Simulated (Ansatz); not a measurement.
A geometry of Mo away from equilibrium: step 2 of the relaxation of a relaxed Mo cell, doubled along one cell vector, shaken by Gaussian noise of σ = 0.08 Å a coordinate. All values below come from r2SCAN (plane waves to 500 eV, PAW, scalar-relativistic; Ansatz, a quantum-chemistry and plane-wave program). Γ-centred k-mesh 12×6×12 on the run's cell (coarser than for final values), Fermi–Dirac smearing 0.05 eV. The plane waves were selected for a different cell earlier on the path.

```
CELL_PARAMETERS angstrom
      2.60615    -0.02873    -0.00473
     -0.05745     5.03050    -0.02382
     -0.00473    -0.01191     2.60356
ATOMIC_POSITIONS crystal
  Mo 0.86244 0.99352 0.94948
  Mo 0.02759 0.48407 0.01824
```

Problem. Give the Cartesian forces on all atoms (eV/Å).

Solution. 
```csv
atom,Fx,Fy,Fz
Mo1,-0.85,-0.67,-0.53
Mo2,0.85,0.67,0.53
```

The path ends in Im-3m (No. 229) (bcc (W type)). No spin polarisation in the result.

The run could not lose the symmetry of its start.

Of the parent cell (Pm-3m (No. 221)): it is a generated cell of Mo: the first start was made by placing the elements on the sites of a structure type, and the end was not matched to a known phase here, so it may be hypothetical. Known forms of Mo include space group No. 229.
